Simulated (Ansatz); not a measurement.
SnSe: stationary points along a deformation path

These are results of DFT LDA, scalar-relativistic, plane waves, PAW (Ansatz), not measurements. Cutoff 420 eV, Γ-centred 8×8×4 k-points, Gaussian smearing of 0.05 eV. No spin polarisation. Energies are free energies at this smearing, counted from the undisturbed cell; pressure is positive in compression.

Reference structure (as given, not relaxed at this level; it stands at -1.4 GPa; this form isn't the usual structure):

```
Sn Se
1.0
     4.28533    0.00000    0.00000
     0.00000    4.28533    0.00000
     0.00000    0.00000   10.99069
Sn Se
2 2
Cartesian
  2.1427 0.0000 4.0911
  0.0000 2.1427 6.8996
  2.1427 0.0000 6.7707
  0.0000 2.1427 4.2200
```

The cell holds layers and no dispersion correction was added, so their binding is poorly described.

At fixed volume and fractional coordinates, lengths along (0.000, 0.000, 1.000) are scaled against those across it; ρ is that ratio over its starting value. V = 50.458 Å³/atom. Δσ is the stress along the axis less the mean stress across it (compression positive).

```csv
ρ,ΔE (meV/atom),Δσ (GPa),space group
0.800,382.0,16.81,P4/nmm
0.850,202.1,11.58,P4/nmm
0.920,58.9,5.86,P4/nmm
0.960,18.4,3.26,P4/nmm
1.000,0.0,1.09,P4/nmm
1.050,0.2,-1.06,P4/nmm
1.100,18.8,-2.67,P4/nmm
1.200,89.0,-4.91,P4/nmm
1.300,186.8,-6.74,P4/nmm
```

**Question.** How does the stress give the slope of the energy, and where is the energy stationary?

**Answer.** Along the path d ln(length) is 2/3 d ln ρ on the axis and −1/3 d ln ρ across it, so dE/d ln ρ = −(2/3) V Δσ: the energy falls with ρ where Δσ is positive. Δσ vanishes or changes sign between ρ = 1.000 and 1.050, a minimum (near 1.03 by linear interpolation). Pairs of stationary points between two samples would go unseen, and could change a minimum read from distant neighbours into a maximum.

**Question.** Integrate that slope from ρ = 1 to 0.850 by the trapezoid rule.

**Answer.** With V/N in Å³ and 1 eV/Å³ = 160.2 GPa the slopes at ρ = 1.000, 0.960, 0.920, 0.850 are -229, -684, -1229, -2432 meV/atom per unit of ln ρ. The steps add 18.6 + 40.7 + 144.9 = 204.2 meV/atom, against 202.1 from the energies; the trapezoid rule misses the curvature of the slope within each step.

Forces appear on the atoms along this scan, and letting them relax would lower the energy and soften the response.